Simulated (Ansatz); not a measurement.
**Density of states of SiSn$_{2}$**

```yaml
crystal:
  lattice:
    - [0.00000, 3.41483, 3.41483]
    - [3.41483, 0.00000, 3.41483]
    - [3.41483, 3.41483, 0.00000]
  atoms:
    - { symbol: Si, position: [0.00000, 0.00000, 0.00000] }
    - { symbol: Sn, position: [0.25000, 0.25000, 0.25000] }
    - { symbol: Sn, position: [0.75000, 0.75000, 0.75000] }
```

The conventional cell has a = 6.830 Å, b = 6.830 Å, c = 6.830 Å, α = 90.00°, β = 90.00°, γ = 90.00°. Si (atom 1) has 8 Sn at 2.96 Å as nearest neighbours. Around Sn (atom 2) lie 4 Si at 2.96 Å.

The cell was built from the fluorite type and relaxed in the same program, and has space group Fm-3m; it needn't be a known or the stable phase.

Spin–orbit coupling is left out, though it moves levels of the heavy atoms by tenths of an eV or more.

Theory: DFT, PBE, all-electron LAPW, scalar-relativistic in Ansatz 0.2.0.

Settings: a Γ-centred 10×10×10 k mesh, Fermi–Dirac smearing of 0.05 eV, basis error target 1 meV/atom, no spin polarisation.

States per eV and cell, averaged over 0.6 eV, from -11.2 to 2.4 eV, with energies (bin centres) from the Fermi level; empty bins are left out. 

```
E (eV)  total
 -11.0   0.21
 -10.4   0.52
  -9.8   0.77
  -9.2   1.04
  -8.6   0.72
  -8.0   0.55
  -7.4   1.33
  -6.8   1.20
  -6.2   1.28
  -5.6   0.95
  -5.0   0.72
  -4.4   0.64
  -3.8   1.25
  -3.2   1.30
  -2.6   1.43
  -2.0   2.13
  -1.4   0.62
  -0.8   1.64
  -0.2   1.90
   0.4   1.08
   1.0   2.22
   1.6   1.56
   2.2   1.69
```
